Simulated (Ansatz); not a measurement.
Input:

TiC in space group Pm-3m (No. 221; Ti on 3c, C on 3d), a = b = c = 4.214 Å, α = β = γ = 90.00°.

This is the PBEsol-relaxed structure.

**Question.** All from the program Ansatz at the PBEsol level (PAW), unless another level is named. Give the Poisson's ratio.

**Answer.** 0.36.

**Question.** What about the highest zone-centre frequency?

**Answer.** 565 cm^-1.

**Question.** Predict the elastic constants (relaxed ions, GPa).

**Answer.** C11 = 382, C12 = 80.0, C44 = 23.2.

The start of the workflow was typed in or built on a structure type; neither database checked (COD, Materials Project) lists it. It is not the phase usual at ambient conditions (space group No. 225). Symmetry was held in the PBEsol relaxation; whether a distortion lowers the energy is not shown. No spin polarisation was allowed. Its formation energy is positive at this level, so the cell may be metastable or incomplete. As this level gives no gap, shear constants depend on the k-mesh and smearing (Fermi–Dirac, 0.1 eV here). As this level gives no gap, phonon frequencies hold no LO–TO term and depend on the k-mesh and smearing (Fermi–Dirac, 0.1 eV here).

Potentials: the earlier of the program's two PAW sets. The files were generated under PBE; for other functionals the program regenerates the frozen cores, and for LDA and PBEsol the local potential too.
